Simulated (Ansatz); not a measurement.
TiRe:
```
TiRe
1.0
    3.10276     0.00000     0.00000
    0.00000     3.10276     0.00000
    0.00000     0.00000     3.10276
Re Ti
1 1
Direct
  0.00000   0.00000   0.00000
  0.50000   0.50000   0.50000
```

This is the r²SCAN-relaxed structure.

### Question
All from plane-wave PAW r²SCAN (Ansatz code), unless another level is named. Estimate the formation energy from the elements (no fitted shifts).

### Answer
-0.43 eV/atom.

### Question
Next, the density of states at the Fermi level?

### Answer
0.69 states/eV per atom (mean over ±0.08 eV).

### Question
What about the gap with spin–orbit coupling?

### Answer
none (metallic).

Space group Pm-3m (CsCl type). The workflow started from an entry of the Crystallography Open Database (COD). Its standing as an ambient phase is unchecked. Symmetry was held in the r²SCAN relaxation; its stability against distortions is not shown here. No spin polarisation was allowed. The references are the lowest solids computed at this level, not always the standard phases. Scalar-relativistic: spin–orbit coupling is off unless named, which matters more the heavier the elements.

Potentials: the later of the program's two PAW sets.
